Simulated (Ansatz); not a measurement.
Method: DFT PBE, scalar-relativistic, plane waves, PAW (Ansatz 0.2.0). The final run on the 8-atom cell used 420 eV, a Γ-centred 12×12×2 mesh, 0.02 eV smearing and no spin polarisation.

The zero of energy is the elements' standard structures at the same level; no fitted shifts are applied.

Problem. Find a candidate trigonal semiconductor with formula BeZn₃Se₄, with a gap near 1.6 eV, a formation energy near −0.69 eV/atom and a density near 4.91 g/cm³, in a cell of 8 atoms.

Solution. BeZn₃Se₄, space group P3m1 (No. 156). Be has 4 Se at 2.24–2.38 Å; Zn on its first site has 4 Se at 2.45–2.47 Å; Zn on its second site is surrounded by 4 Se at 2.45–2.47 Å; around Se on its first site lie 1 Be at 2.24 Å and 3 Zn at 2.45 Å; 4 more sites not described.

```cif
data_structure
_symmetry_space_group_name_H-M 'P3m1'
_symmetry_Int_Tables_number 156
_cell_length_a 3.9487
_cell_length_b 3.9487
_cell_length_c 13.0380
_cell_angle_alpha 90.000
_cell_angle_beta 90.000
_cell_angle_gamma 120.000
_cell_volume 176.06
loop_
_atom_site_label
_atom_site_type_symbol
_atom_site_symmetry_multiplicity
_atom_site_Wyckoff_symbol
_atom_site_fract_x
_atom_site_fract_y
_atom_site_fract_z
_atom_site_occupancy
Be1 Be 1 b 0.33333 0.66667 0.00121 1
Zn1 Zn 1 b 0.33333 0.66667 0.50085 1
Zn2 Zn 1 c 0.66667 0.33333 0.24255 1
Zn3 Zn 1 c 0.66667 0.33333 0.75972 1
Se1 Se 1 b 0.33333 0.66667 0.17339 1
Se2 Se 1 b 0.33333 0.66667 0.69039 1
Se3 Se 1 c 0.66667 0.33333 0.43195 1
Se4 Se 1 c 0.66667 0.33333 0.94994 1
```

* Volume per atom: 22.01 Å³
* Density: 4.91 g/cm³
* Formation energy: −0.694 eV/atom
* Gap on the 12×12×2 mesh of the 8-atom cell: 1.59 eV

It was reached by relaxing an invented guess, and it needn't be the stable form of this composition. Other answers may fit too; this one was computed.

Kohn–Sham gaps at this level usually fall short of measured ones. The reference form of Se is held partly by dispersion forces, which this level lacks. A later test with randomly moved atoms came back to the same energy, though modes that don't fit the test's cell weren't probed.
